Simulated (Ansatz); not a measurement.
Here is the system:

CoSn (CoSn type, space group P6/mmm)

```xyz
6
Lattice="5.2416 0.0000 0.0000 -2.6208 4.5394 0.0000 0.0000 0.0000 4.1879" Properties=species:S:1:pos:R:3 pbc="T T T"
Co     2.6208     0.0000     0.0000
Co     1.3104     2.2697     0.0000
Co    -1.3104     2.2697     0.0000
Sn     0.0000     0.0000     0.0000
Sn     0.0000     3.0263     2.0940
Sn     2.6208     1.5131     2.0940
```

Scan: atom 2 (Co, nearest neighbour Sn at 2.583 Å; its periodic images, 4.2 Å or more away, move with it) is displaced along Cartesian [110], direction (0.707, 0.707, 0.000) in Cartesian axes, by s. The other atoms stay.

Level of theory: r2SCAN (plane waves to 500 eV, PAW, scalar-relativistic; Ansatz, a program for electronic structure). k mesh 8×8×9 (Γ-centred), Fermi-Dirac smearing 0.05 eV. The energy includes the smearing's −TS. With partly filled bands, energies and forces of such displacements shift with the k mesh and the smearing. CoSn is run without spin polarisation. CoSn was relaxed with its symmetry unable to fall. ΔE is measured from the undisplaced structure.

The scan covers s from -0.260 to 0.260 Å in 11 points.

### Question
Is the energy the same for equal positive and negative displacements?

### Answer
Even: the same for both signs. With its periodic images moving along, the atom's site symmetry in this cell is mmm.

### Question
What force acts on the atom along the line at s = -0.260 Å?

### Answer
2.15 eV/Å.

### Question
What is the force constant k = d²E/ds² of this move at s = 0?

### Answer
6.53 eV/Å².

(For displaced atoms, the force is minus the slope of the energy, and its curvature is a force constant, which sets phonon frequencies.)
